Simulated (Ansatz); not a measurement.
ZnS (wurtzite)

```
ZnS
1.0
    3.78232     0.00000     0.00000
   -1.89116     3.27559     0.00000
    0.00000     0.00000     6.20791
Zn S
2 2
Direct
  0.66667   0.33333   0.99967
  0.33333   0.66667   0.49967
  0.66667   0.33333   0.62553
  0.33333   0.66667   0.12553
```

The slice is a (1 -1 0 0) plane (indices of the conventional cell) through the point (0.667, 0.333, 1.000) (fractional), spanned by u = [110] and v = [001] in vectors of this cell: u (3.78 Å) and v (6.21 Å, at 90° to u). It covers one period; positions are fractions (u, v).

Computed with PBEsol (plane waves to 420 eV, PAW, scalar-relativistic; Ansatz, a first-principles code). k mesh 10×10×6. Near the nuclei the fields are pseudised (PAW); where an atom keeps semicore shells as valence, they peak there. The PAW data are Ansatz's earlier set. ZnS was relaxed with its symmetry unable to fall.

### Question
What is the valence density on the shortest Zn–S line in this plane (2.32 Å), at its minimum between the atoms?

### Answer
0.49 e/Å³.

### Question
What is the ELF at the density minimum of the shortest Zn–S line in this plane (2.32 Å)?

### Answer
0.32.

### Question
The ELF has a maximum in the middle third of the Zn–S line. Where, and how high?

### Answer
0.89, 1.5 Å from Zn.

### Question
Sketch the electron localisation function (ELF) on this plane as a map.

### Answer
```
|xxxx001111223333333322111100xx|
|000011111111111111111111111100|
|111111111111000000001111111111|
|333333332200000000000022333333|
|888888664411000000001144668888|
|999999886633110000113366889999|
|778899998855220000225588999988|
|xxxx779988662211112266889977xx|
|xxxx669999663311113366999966xx|
|xxxx889999662211112266999988xx|
|557799998844111111114488999977|
|889999886633111111113366889999|
|888877664422111111112244667788|
|555544332211111111111122334455|
|111111000011111111111100001111|
|000000000000111111110000000000|
|000000000011333333331100000000|
|000000112233555555553322110000|
|111111113355667777665533111111|
|111111224466777777776644221111|
|111111113366778888776633111111|
|000011112266778888776622111100|
|xxxx001111446677776644111100xx|
|xxxx001111335566665533111100xx|
```
Scale: ten equal steps from 0.02 (start of '0') to 0.89 (end of '9'), in the order '0123456789'. Values: electron localisation function (ELF). The map has 15 points along u (two characters each, u = 0 at the left) and 24 along v (v = 0 in the bottom row). Points within 0.5 Å of a nucleus are blanked (x), as the pseudised field means little there.
